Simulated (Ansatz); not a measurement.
MnTlCl3 (cubic perovskite, Pm-3m) at seven volumes, DFT-r²SCAN in the program Ansatz with PAW potentials, shape and atoms relaxed at each. One row is withheld.

```tsv
V (Å³/atom)	P (GPa)
22.788	4.57
23.539	2.79
24.291	1.28
25.042	0.00
25.793	?
26.544	-2.00
27.296	-2.78
```

Problem. Fit the shown pressures and predict the withheld one.

Solution. Third-order Birch–Murnaghan: P = (3/2)B₀(x^(7/2) − x^(5/2))[1 + (3/4)(B′ − 4)(x − 1)] with x = (V₀/V)^(2/3). Least squares on the six rows gives V₀ = 25.043 Å³/atom, B₀ = 39.15 GPa, B′ = 4.49. At V = 25.793, x = 0.9805 and P = -1.08 GPa. The run itself gave -1.08 GPa.

The first step of the workflow began from a Materials Project structure, measured or hypothetical; the Crystallography Open Database copy checked does not list it. Its standing as an ambient phase is unchecked. Symmetry was held in the r²SCAN relaxation, as lowered by the spin order; whether a distortion lowers the energy is not shown. Spin order of the final state: antiferromagnetic, chosen from 4 collinear starts compared on coarse meshes (ties went to the first, and starts can fall back to one state), not a proven ground state. Other orbital occupations within this spin state were not tried. No Hubbard U is applied. Spin–orbit coupling is left out wherever it is not named.

Potentials: the later of the program's two PAW sets.
